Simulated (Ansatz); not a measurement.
LaGe$_{2}$Ru$_{2}$:
```
CELL_PARAMETERS angstrom
     -2.15409     2.15409     5.07003
      2.15409    -2.15409     5.07003
      2.15409     2.15409    -5.07003
ATOMIC_POSITIONS crystal
  La 0.00000 0.00000 0.00000
  Ge 0.63748 0.63748 0.00000
  Ge 0.36252 0.36252 0.00000
  Ru 0.25000 0.75000 0.50000
  Ru 0.75000 0.25000 0.50000
```

Relaxed with r²SCAN. Special points in fractions of this cell's reciprocal vectors: Γ (0.000, 0.000, 0.000); X (0.000, 0.000, 0.500); P (0.250, 0.250, 0.250); N (0.000, 0.500, 0.000); M (0.500, 0.500, -0.500); S (0.295, 0.705, -0.295); S0 (-0.295, 0.295, 0.295); R (-0.090, 0.090, 0.500); G (0.500, 0.500, -0.090).

Task: List the band energies nearest the Fermi level at these points for DFT-r²SCAN in the program Ansatz with PAW potentials.

Result: In eV from the Fermi level; about four levels below and three above (degenerate sets whole), none deeper than 8.9 eV; points with the same levels are listed once.

```csv
k,below,above
Γ,-0.58 -0.58 -0.36 -0.26 -0.12,1.19 2.00 2.00
X,-1.62 -0.78 -0.65 -0.60,0.11 1.58 1.67
P,-0.63 -0.62 -0.33 -0.33,1.63 1.63 2.32
N,-1.71 -1.53 -0.89 -0.39,1.03 2.00 2.47
M,-2.37 -2.37 -2.32 -0.26,0.34 0.34 1.19
S,-1.71 -1.39 -1.38 -1.36,1.20 1.26 1.28
R,-2.02 -1.75 -1.31 -0.66,0.11 0.15 1.60
```

Space group I4/mmm. The first step of the workflow began from a Materials Project structure, measured or hypothetical; the Crystallography Open Database copy checked does not list it. Whether it is the stable phase at ambient conditions was not checked. Symmetry was held in the r²SCAN relaxation; whether a distortion lowers the energy is not shown. No spin polarisation was allowed. Scalar-relativistic: spin–orbit coupling is off unless named, which matters more the heavier the elements.

Potentials: the later of the program's two PAW sets.
